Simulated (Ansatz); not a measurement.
This cell of NiSi2 (fluorite type, space group Fm-3m) is off equilibrium:

```yaml
crystal:
  lattice:
    - [0.00000, 2.69352, 2.58578]
    - [2.69352, 0.00000, 2.58578]
    - [2.69352, 2.69352, 0.00000]
  atoms:
    - { symbol: Ni, position: [0.00000, 0.00000, 0.00000] }
    - { symbol: Si, position: [0.25000, 0.25000, 0.25000] }
    - { symbol: Si, position: [0.75000, 0.75000, 0.75000] }
```

Computed with r2SCAN (plane waves to 500 eV, PAW, scalar-relativistic; Ansatz, a program for electronic structure). k mesh 15×15×15 (Γ-centred), Fermi-Dirac smearing 0.05 eV. Energies are smeared free energies. Compression counts positive. With partly filled bands, the response to shear is sensitive to the k mesh, so small differences along c/a are uncertain. NiSi2 is run without spin polarisation. NiSi2 was relaxed with its symmetry unable to fall.

### Question
What is the stress tensor (GPa)?

### Answer
```
    6.3      0.0      0.0
    0.0      6.3      0.0
    0.0      0.0      9.0
```
The pressure, a third of the trace, is 7.2 GPa.

### Question
It is the relaxed cell deformed to V/V₀ = 0.960, (c/a)/(c/a)₀ = 0.960, c along z, fractional positions held. What is its energy relative to the relaxed cell?

### Answer
14 meV/atom.

(Under strain, the slope of the energy per volume gives the stress and its curvature an elastic modulus.)
